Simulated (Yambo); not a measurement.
A G0W0@PBEsol run in Yambo for NaAuO2 (space group C2/m, No. 12) (4×4×2 Γ-centred k mesh, bands 6 to 107 and a 8 Ry block in the screening, 107 bands in G with the Bruneval-Gonze terminator, plasmon pole fitted at 27.2 eV) gives these matrix elements, in eV, at the band edges ((0.25, -0.25, 0) → (0, 0.25, -0.5)):

| state | E0 | <Vxc> | <Σx> | <Σc(E0)> | Z |
|---|---|---|---|---|---|
| valence edge | 0.000 | -21.044 | -26.721 | 4.776 | 0.784 |
| conduction edge | 1.433 | -20.437 | -16.421 | -2.577 | 0.806 |

Q: Solve the linearised quasiparticle equation for both states, give the gap, and say how exchange and correlation each act on it.

A: E = E0 + Z(Σx + Σc − Vxc). Valence: 0.000 + 0.784 × (-26.721 + (4.776) − (-21.044)) = -0.71 eV. Conduction: 1.433 + 0.806 × (-16.421 + (-2.577) − (-20.437)) = 2.59 eV. The gap is 3.30 eV, against 1.43 eV in PBEsol. Replacing Vxc by bare exchange alone would open it by 9.69 eV; correlation takes back 7.35 eV of that, and Z scales what is left. Nearest settings tried, and what they do to the gap: 46 bands in W, 46 bands in G: +78 meV; 7 Ry block (115 vectors against 143): -27 meV. Not varied: mesh. So the settings aren't converged at that level. The mesh misses a band edge: along a dense path the PBEsol gap is 1.25 eV against 1.43 eV on the mesh. Spin-orbit coupling is left out, which matters for elements this heavy: edges can move by tenths of an eV.

Geometry relaxed with PBEsol; primitive cell a = b = 3.6384 Å, c = 6.1449 Å, α = β = 116.24°, γ = 48.91°.

The structure is a Materials Project entry; no match was found in the copy of COD used, and its stability was not checked.
